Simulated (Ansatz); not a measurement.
Ta$_{2}$N:
```yaml
crystal:
  lattice:
    - [3.09868, 0.00000, 0.00000]
    - [-1.54934, 2.68353, 0.00000]
    - [0.00000, 0.00000, 4.88888]
  atoms:
    - { symbol: N, position: [0.00000, 0.00000, 0.00000] }
    - { symbol: Ta, position: [0.33333, 0.66667, 0.25508] }
    - { symbol: Ta, position: [0.66667, 0.33333, 0.74492] }
```

Relaxed with PBE.

Q: Tabulate the valence density and the electron localisation function along the shortest Ta–Ta contact (2.99 Å), DFT-PBE in the program Ansatz with PAW potentials.

A: 

| distance from Ta (Å) | density (e/Å³) | ELF |
|---|---|---|
| 0.30 | 4.38 | 0.35 |
| 0.45 | 4.40 | 0.64 |
| 0.60 | 3.41 | 0.72 |
| 0.75 | 2.06 | 0.63 |
| 0.90 | 1.00 | 0.38 |
| 1.05 | 0.49 | 0.20 |
| 1.20 | 0.34 | 0.20 |
| 1.35 | 0.29 | 0.30 |
| 1.49 | 0.28 | 0.36 |
| 1.64 | 0.29 | 0.30 |
| 1.79 | 0.34 | 0.20 |
| 1.94 | 0.49 | 0.20 |
| 2.09 | 1.00 | 0.38 |
| 2.24 | 2.06 | 0.63 |
| 2.39 | 3.41 | 0.72 |
| 2.54 | 4.40 | 0.64 |
| 2.69 | 4.38 | 0.35 |

The density is the valence pseudo-density with augmentation charge, so density and ELF within about 1 Å of a nucleus are not all-electron values.

Space group P-3m1 (anti-CdI2 type). Symmetry was held in the PBE relaxation; of distortions, only those at the zone centre were tested. The run is not spin-polarised. The volume moved by 20 % from the start of the relaxation. Scalar-relativistic: spin–orbit coupling is off unless named, which matters more the heavier the elements.

Potentials: the later of the program's two PAW sets.
